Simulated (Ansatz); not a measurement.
AlNi (CsCl type, Pm-3m) at seven volumes, the program Ansatz at the PBEsol level (PAW), scaled uniformly. One row is withheld.

| V (Å³/atom) | P (GPa) |
|---|---|
| 10.668 | 19.96 |
| 11.020 | 12.20 |
| 11.372 | 5.60 |
| 11.723 | -0.02 |
| 12.075 | -4.82 |
| 12.427 | ? |
| 12.778 | -12.38 |

Task: Fit the shown pressures and predict the withheld one.

Result: Third-order Birch–Murnaghan: P = (3/2)B₀(x^(7/2) − x^(5/2))[1 + (3/4)(B′ − 4)(x − 1)] with x = (V₀/V)^(2/3). Least squares on the six rows gives V₀ = 11.722 Å³/atom, B₀ = 172.8 GPa, B′ = 4.31. At V = 12.427, x = 0.9618 and P = -8.90 GPa. The run itself gave -8.90 GPa.

The PBEsol relaxation kept the symmetry of its start. The workflow began spin-polarised and lost its moments.

Potentials: the earlier of the program's two PAW sets. The files were generated under PBE; for other functionals the program regenerates the frozen cores, and for LDA and PBEsol the local potential too.
